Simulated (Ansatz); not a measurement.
BP in space group Pm-3n (No. 223; B on 6c, P on 6d), a = b = c = 5.576 Å, α = β = γ = 90.00°.

Relaxed with r²SCAN.

**Question.** Which orbitals make up the states near the band edges in r²SCAN (plane waves, PAW; program Ansatz)?

**Answer.** Top 1 eV of the valence band: B 2p 57 %, P 3p 39 %. Bottom 1 eV of the conduction band: B 2p 29 %, P 3p 23 %, B 2s 20 %, P 3s 15 %, outside the projected shells 13 %. Projections are on Löwdin-orthogonalised atomic valence shells; empty p or d shells of many metals are not among them.

**Question.** Tabulate the density of states.

**Answer.** States/eV per cell of 12 atoms, in 0.25 eV bins, energy from the valence-band maximum.

```csv
E (eV),total,P 3p,B 2p,B 2s
-7.85,3.01,1.35,0.50,0.82
-7.60,2.63,1.18,0.50,0.66
-7.35,2.66,1.20,0.60,0.57
-7.10,2.70,1.23,0.69,0.51
-6.85,3.31,1.53,0.98,0.49
-6.60,3.80,1.81,1.31,0.39
-6.35,3.79,1.84,1.37,0.33
-6.10,4.30,2.08,1.52,0.41
-5.85,3.71,1.77,1.31,0.36
-5.60,2.50,1.20,0.90,0.22
-5.35,2.66,1.34,1.09,0.11
-5.10,5.61,2.77,2.25,0.33
-4.85,4.48,2.20,1.80,0.24
-4.60,5.62,2.79,2.24,0.31
-4.35,5.46,2.69,2.16,0.34
-4.10,5.87,2.86,2.38,0.36
-3.85,7.60,3.70,3.08,0.46
-3.60,3.45,1.69,1.41,0.20
-3.35,3.43,1.70,1.43,0.16
-3.10,3.62,1.80,1.53,0.15
-2.85,8.08,4.08,3.52,0.21
-2.60,8.92,4.50,3.94,0.22
-2.35,5.71,2.88,2.53,0.13
-2.10,4.49,2.24,1.99,0.11
-1.85,3.77,1.83,1.68,0.10
-1.60,4.07,2.05,1.79,0.09
-1.35,2.59,1.26,1.21,0.04
-1.10,2.40,0.96,1.32,0.03
-0.85,2.87,1.11,1.65,0.02
-0.60,1.91,0.77,1.07,0.02
-0.35,1.08,0.43,0.62,0.01
-0.10,0.36,0.14,0.21,0.00
0.15,0.00,0.00,0.00,0.00
0.40,0.00,0.00,0.00,0.00
0.65,0.05,0.01,0.01,0.01
0.90,0.77,0.17,0.22,0.17
1.15,1.43,0.32,0.41,0.30
1.40,2.14,0.50,0.61,0.42
1.65,3.16,0.81,0.94,0.57
1.90,3.09,0.82,0.95,0.51
2.15,2.94,0.82,0.93,0.45
2.40,3.51,1.03,1.11,0.49
2.65,4.33,1.28,1.40,0.51
2.90,6.79,2.10,2.27,0.68
3.15,6.43,2.19,2.17,0.59
3.40,4.25,1.47,1.52,0.34
3.65,4.36,1.45,1.61,0.32
3.90,4.04,1.20,1.43,0.34
4.15,2.40,0.71,0.73,0.21
4.40,2.73,0.76,0.82,0.22
4.65,4.22,1.14,1.28,0.35
4.90,4.62,1.11,1.26,0.41
5.15,5.28,1.14,1.31,0.43
5.40,4.78,1.05,1.22,0.40
```

The start of the workflow was typed in or built on a structure type; neither database checked (COD, Materials Project) lists it. It is not the phase usual at ambient conditions (space group No. 216). Symmetry was held in the r²SCAN relaxation; whether a distortion lowers the energy is not shown.

Potentials: the later of the program's two PAW sets.
